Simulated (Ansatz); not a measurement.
TePb:
```
CELL_PARAMETERS angstrom
      4.55746     0.00000     0.00000
      0.00000     4.55746     0.00000
      0.00000     0.00000     8.75925
ATOMIC_POSITIONS crystal
  Pb 0.00000 0.50000 0.00000
  Pb 0.50000 0.00000 0.50000
  Te 0.00000 0.00000 0.25000
  Te 0.00000 0.00000 0.75000
```

Relaxed with PBE. Special points in fractions of this cell's reciprocal vectors: Γ (0.000, 0.000, 0.000); X (0.000, 0.500, 0.000); M (0.500, 0.500, 0.000); Z (0.000, 0.000, 0.500); R (0.000, 0.500, 0.500); A (0.500, 0.500, 0.500).

Task: List the band energies nearest the Fermi level at these points for plane-wave PAW PBE (Ansatz code).

Result: In eV from the Fermi level; about four levels below and three above (degenerate sets whole), none deeper than 8.9 eV; points with the same levels are listed once.

| k | below | above |
|---|---|---|
| Γ | -1.75 -1.75 -0.46 -0.46 -0.19 | 1.63 1.63 1.73 |
| X | -1.99 -1.41 -1.19 -0.29 | 1.31 2.08 2.92 |
| M | -0.79 -0.79 -0.58 -0.32 | 0.22 1.77 3.87 |
| Z | -1.00 -1.00 -0.94 -0.94 | 2.26 2.26 2.62 2.62 |
| R | -0.74 -0.41 -0.17 -0.14 | 2.09 2.11 3.61 |
| A | -0.46 -0.46 -0.24 -0.24 | 3.02 3.02 4.69 4.69 |

Space group P4_2/mmc. The cell is a constructed one: a structure type filled with these elements; neither database checked (COD, Materials Project) lists it. It is not the phase usual at ambient conditions (space group No. 225). Symmetry was held in the PBE relaxation; its stability against distortions is not shown here. Spin–orbit coupling is left out wherever it is not named.

Potentials: the later of the program's two PAW sets.
